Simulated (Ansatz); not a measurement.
MoPd (CsCl type, Pm-3m) at seven volumes, DFT-PBEsol in the program Ansatz with PAW potentials, scaled uniformly. One row is withheld.

```csv
V (Å³/atom),P (GPa)
13.815,?
14.271,17.09
14.726,7.82
15.181,0.00
15.637,-6.58
16.092,-12.12
16.548,-16.76
```

**Question.** Fit the shown pressures and predict the withheld one.

**Answer.** Third-order Birch–Murnaghan: P = (3/2)B₀(x^(7/2) − x^(5/2))[1 + (3/4)(B′ − 4)(x − 1)] with x = (V₀/V)^(2/3). Least squares on the six rows gives V₀ = 15.181 Å³/atom, B₀ = 238.6 GPa, B′ = 4.76. At V = 13.815, x = 1.0649 and P = 28.18 GPa. The run itself gave 28.09 GPa.

The start of the workflow was typed in or built on a structure type; neither database checked (COD, Materials Project) lists it. Its standing as an ambient phase is unchecked. Symmetry was held in the PBEsol relaxation. At this level the phase is mechanically unstable. No spin polarisation was allowed. Its formation energy is positive at this level, so the cell may be metastable or incomplete.

Potentials: the later of the program's two PAW sets.
